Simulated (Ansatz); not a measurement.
Eu (bcc, W type)

```xyz
1
Lattice="-2.2250 2.2250 2.2250 2.2250 -2.2250 2.2250 2.2250 2.2250 -2.2250" Properties=species:S:1:pos:R:3 pbc="T T T"
Eu     0.0000     0.0000     0.0000
```

Grid over V/V₀ and (c/a)/(c/a)₀, subscript 0 meaning the relaxed cell; the conventional c axis lies along z; no internal relaxation.

All values below come from r2SCAN (plane waves to 500 eV, PAW, scalar-relativistic; Ansatz, an electronic-structure program). k mesh 15×15×15 (Γ-centred), Fermi-Dirac smearing 0.05 eV. Compression counts positive. With partly filled bands, the response to shear is sensitive to the k mesh, so small differences along c/a are uncertain. Eu was relaxed with its symmetry unable to fall. Relaxed Eu ends ferromagnetic. The PAW data are Ansatz's earlier set. The relaxed volume of Eu is well below the measured one. The magnetic order is the one the run started from; other orders were not tried. The filling of the f shell was not checked against other fillings, so treat energies with care.

At one point of the scan the stress tensor (GPa) is:

```
   -1.3      0.0      0.0
    0.0     -1.3      0.0
    0.0      0.0     -0.2
```

**Question.** Which point is it?
A. V/V₀ = 1.000, (c/a)/(c/a)₀ = 1.120
B. V/V₀ = 1.080, (c/a)/(c/a)₀ = 1.000
C. V/V₀ = 1.080, (c/a)/(c/a)₀ = 0.880
D. V/V₀ = 1.040, (c/a)/(c/a)₀ = 0.940

**Answer.** C, V/V₀ = 1.080, (c/a)/(c/a)₀ = 0.880

(Under strain, the slope of the energy per volume gives the stress and its curvature an elastic modulus.)
